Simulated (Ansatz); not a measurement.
Starting cell, NiSi$_{2}$ (fluorite type, space group Fm-3m):

```yaml
crystal:
  lattice:
    - [0.00000, 2.69495, 2.69495]
    - [2.69495, 0.00000, 2.69495]
    - [2.69495, 2.69495, 0.00000]
  atoms:
    - { symbol: Ni, position: [0.00000, 0.00000, 0.00000] }
    - { symbol: Si, position: [0.25000, 0.25000, 0.25000] }
    - { symbol: Si, position: [0.75000, 0.75000, 0.75000] }
```

In each cell atom 3 (Si, nearest neighbour Ni at 2.334 Å; its periodic images, 3.8 Å or more away, move with it) moves by s·(0.577, 0.577, 0.577) (along Cartesian [111]), the rest being held.

The numbers are results of PBEsol (plane waves to 420 eV, PAW, scalar-relativistic; Ansatz, a quantum-chemistry and plane-wave program), not measurements. k mesh 12×12×12 (Γ-centred), Fermi-Dirac smearing 0.05 eV. E stands for the smeared free energy. Stress and pressure are positive under compression. With partly filled bands, energies and forces of such displacements shift with the k mesh and the smearing. On this mesh the relaxed cell isn't quite at rest: it carries a pressure of -0.1 GPa (compression positive) at the zero of the scan. NiSi2 is run without spin polarisation. NiSi2 was relaxed with its symmetry unable to fall. The zero of ΔE is the undisplaced structure.

Task: What ΔE (eV/cell) and P (GPa) does the calculation give at s (Å) = -0.470, -0.282, -0.188, -0.094, 0.188, 0.282, 0.376, 0.470?

Result: 
```tsv
s (Å)	ΔE (eV/cell)	P (GPa)
-0.470	0.638	8.1
-0.282	0.268	3.4
-0.188	0.127	1.7
-0.094	0.034	0.4
0.188	0.169	2.1
0.282	0.420	5.3
0.376	0.827	10.1
0.470	1.449	17.0
```

(For displaced atoms, the force is minus the slope of the energy, and its curvature is a force constant, which sets phonon frequencies.)
